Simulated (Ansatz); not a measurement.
GaS in space group P6_3/mmc (No. 194; Ga on 4f, S on 4f), DFT-PBE in the program Ansatz with PAW potentials, all energies at zero smearing, with the estimated change up to a 700 eV cutoff added, with one set of potentials and settings (totals compare only within such a set). Cell of 8 atoms (4 Ga, 4 S): -18745.610 eV.

```json
[
 {"element": "Ga", "reference phase": "Cmce, 4 atoms in the cell", "E (eV/atom)": "-3783.0209"},
 {"element": "S", "reference phase": "Fddd, 32 atoms in the cell", "E (eV/atom)": "-902.0599"}
]
```

Formation energy per atom, worked out: (-18745.610 − 4×(-3783.0209) − 4×(-902.0599))/8 = -0.661 eV/atom (-64 kJ per mol of atoms), at 0 K, without zero-point energy or fitted corrections.

Symmetry was held in the PBE relaxation. The volume lies over 15 % above that of the usual cell of this phase: another minimum, or an error of the functional. A crystal of weakly bound layers computed without a dispersion correction: the cell and the soft elastic constants depend strongly on that. The references are the lowest solids computed at this level, not always the standard phases.

Potentials: the later of the program's two PAW sets.
